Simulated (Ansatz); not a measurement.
Space group P4/mmm (No. 123). a = 2.513 Å, b = 2.513 Å, c = 3.535 Å, α = 90.00°, β = 90.00°, γ = 90.00°
| atom | site | symmetry | x | y | z |
| --- | --- | --- | --- | --- | --- |
| Fe | 1a | 4/mmm | 0.0000 | 0.0000 | 0.0000 |
| Ni | 1d | 4/mmm | 0.5000 | 0.5000 | 0.5000 |

Equation of state of this FeNi structure (not necessarily the ground state), with shape and atoms relaxed at each volume where symmetry leaves them free. It has no gap at any of these volumes. All numbers below come from Ansatz 0.2.0, DFT r2SCAN, scalar-relativistic, plane waves, PAW.

Settings: cutoff 500 eV, Γ-centred mesh 16×16×12 on the computed 2-atom cell, Gaussian smearing of 0.10 eV; collinear spin.

```
V (Å³/atom) E − E(largest V) (meV/atom) P (GPa)
     10.491                         4.08    13.75
     10.826                       -16.34     6.34
     11.161                       -22.75     0.00
     11.496                       -16.73    -5.54
     11.831                         0.00   -10.22
```

Question: Fit a third-order Birch–Murnaghan equation to E(V).

Answer: V0 = 11.16 Å³/atom, B0 = 196 GPa, B0' = 3.4.

The state reached may not be the lowest one. Only parallel moments were tried here.

Cost: 5 runs of about 23 core-minutes in all, on Arm Neoverse V1 (shared hosts).